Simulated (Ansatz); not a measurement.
Input and command of a plane-wave DFT calculation in Ansatz:

```yaml
crystal:
  lattice:
    - [0.0, 3.170121973, 3.170121973]
    - [3.170121973, 0.0, 3.170121973]
    - [6.3402439461, 6.3402439461, 0.0]
  atoms:
    - { symbol: Ti, position: [0.0, 1.0, 1.0], spin: 1.0 }
    - { symbol: Cl, position: [0.25, 0.25, 0.125] }
    - { symbol: Cl, position: [0.75, 0.75, 0.375] }
    - { symbol: Ti, position: [0.0, 1.0, 0.5], spin: -1.0 }
    - { symbol: Cl, position: [0.25, 0.25, 0.625] }
    - { symbol: Cl, position: [0.75, 0.75, 0.875] }
basis:
  ecutwfc: 500
kpoints:
  mp_grid: { grid: [6, 6, 3] }
hamiltonian:
  xc: r2scan
  hubbard: { sites: [{ species: Ti, l: d, u_eff: 4.0 }] }
scf:
  occupations: { method: gaussian, width: 0.02 }
output:
  forces: true
  stress: true
  eigenvalues: true
  populations: true
magnetization:
  spin_polarized: true
```

```bash
ansatz run input.yaml --threads 1 --pin off --max-ram 2560MiB --backend cpu --events-out ev --progress --plain --runs-dir out
```

Processor: Intel(R) Xeon(R) Platinum 8488C (Sapphire Rapids), 1 thread, on a host shared with other jobs.

Problem. How long does it run, and how much memory does it take?

Solution. About 120 s on 1 thread of Intel(R) Xeon(R) Platinum 8488C (Sapphire Rapids) (shared host), peak memory 1.4 GiB. It solves 33 bands at 16 k points (the mesh reduced by symmetry) with about 3261 plane waves, in 20 SCF iterations.
